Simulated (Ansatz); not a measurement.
ZnSO$_{4}$ in space group F-43m (No. 216; Zn on 4c, S on 4a, O on 16e), the program Ansatz at the PBEsol level (PAW). The conduction-band minimum lies at Γ, with 1 equivalent valley. Second derivatives d²E/dk² of the lowest band at one valley (eV·Å²), along Cartesian directions:

```json
[
 {"direction": "[100]", "d²E/dk²": "15.06"},
 {"direction": "[010]", "d²E/dk²": "15.06"},
 {"direction": "[001]", "d²E/dk²": "15.06"},
 {"direction": "[110]", "d²E/dk²": "15.05"},
 {"direction": "[101]", "d²E/dk²": "15.05"},
 {"direction": "[011]", "d²E/dk²": "15.05"}
]
```

Question: Find the principal effective masses, the density-of-states mass and the conductivity mass.

Answer: Off-diagonal terms follow from H_xy = H[110] − (H_xx + H_yy)/2, and m*/mₑ = 7.620 eV·Å² over each eigenvalue: 0.51, 0.51, 0.51. One valley's DOS mass (m₁m₂m₃)^(1/3) = 0.51, conductivity mass 3/(Σ 1/mᵢ) = 0.51 mₑ.

Question: What effective density of states Nc follows at 300 K for parabolic valleys?

Answer: Nc = 2.509e19 × 1 × (0.51)^(3/2) ≈ 9.1e18 cm⁻³.

The first step of the workflow began from a Materials Project structure, measured or hypothetical; the Crystallography Open Database files this formula in space group No. 216, but the cells were not matched. Its standing as an ambient phase is unchecked. Symmetry was held in the PBEsol relaxation; whether a distortion lowers the energy is not shown.

Potentials: the later of the program's two PAW sets.

Edges and masses are those of Kohn–Sham bands, whose gap is no quasiparticle gap.
